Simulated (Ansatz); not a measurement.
An Ansatz (an electronic-structure program) input:

Ansatz 0.2 input:
```yaml
crystal:
  lattice:
    - [1.801749679, -4.680437848, 0.0]
    - [1.801749679, 4.680437848, 0.0]
    - [0.0, 0.0, 9.6423373407]
  atoms:
    - { symbol: Ti, position: [0.315117517, 0.684882483, 0.25] }
    - { symbol: Ti, position: [0.684882483, 0.315117517, 0.75] }
    - { symbol: Al, position: [0.3592388293, 0.6407611707, 0.9438418625] }
    - { symbol: Al, position: [0.6407611707, 0.3592388293, 0.0561581375] }
    - { symbol: Al, position: [0.6407611707, 0.3592388293, 0.4438418625] }
    - { symbol: Al, position: [0.3592388293, 0.6407611707, 0.5561581375] }
    - { symbol: O, position: [0.1876509395, 0.8123490605, 0.0667632896] }
    - { symbol: O, position: [0.8123490605, 0.1876509395, 0.9332367104] }
    - { symbol: O, position: [0.8123490605, 0.1876509395, 0.5667632896] }
    - { symbol: O, position: [0.1876509395, 0.8123490605, 0.4332367104] }
    - { symbol: O, position: [0.4553164596, 0.5446835404, 0.1175988752] }
    - { symbol: O, position: [0.5446835404, 0.4553164596, 0.8824011248] }
    - { symbol: O, position: [0.5446835404, 0.4553164596, 0.6175988752] }
    - { symbol: O, position: [0.4553164596, 0.5446835404, 0.3824011248] }
    - { symbol: O, position: [0.7357887084, 0.2642112916, 0.25] }
    - { symbol: O, position: [0.2642112916, 0.7357887084, 0.75] }
kpoints:
  mp_grid: { grid: [5, 5, 2] }
hamiltonian:
  xc: hse06
  pseudopotentials: { kind: paw }
scf:
  n_extra_bands: 16
  occupations: { method: fixed }
output:
  eigenvalues: true
  eigenstates:
    e_range: [-9.0, 12.5]
    kpoints:
      - [0.0, 0.0, 0.0]  # VBM
      - [0.5, 0.5, 0.0]  # CBM
      - [0.0, 0.0, 0.0]  # GAMMA
      - [-0.5, 0.5, 0.0]  # Y
      - [-0.5, 0.5, 0.5]  # T
      - [0.0, 0.0, 0.5]  # Z
      - [0.0, 0.5, 0.0]  # S
      - [0.0, 0.5, 0.5]  # R
      - [0.2870472478, 0.2870472478, 0.0]  # SIGMA_0
      - [-0.2870472478, 0.7129527522, 0.0]  # C_0
      - [0.2870472478, 0.2870472478, 0.5]  # A_0
      - [-0.2870472478, 0.7129527522, 0.5]  # E_0
```

Question: How many symmetry operations and irreducible k-points will the run report?

Answer: 8 operations, 18 of 50 k-points.

Question: With a cutoff of 420 eV, how many plane waves at Γ?

Answer: 3145.

It took very roughly 8 core-minutes on shared server cores.

The points marked VBM and CBM come from a semilocal run.

Space group Cmcm. The workflow started from a Materials Project entry (that database holds measured and hypothetical structures alike); the Crystallography Open Database copy checked does not list it. Its standing as an ambient phase is unchecked. The PBEsol relaxation kept the symmetry of its start; whether a distortion lowers the energy is not shown. The run is not spin-polarised.

Potentials: the later of the program's two PAW sets.

Ansatz is a plane-wave DFT program.
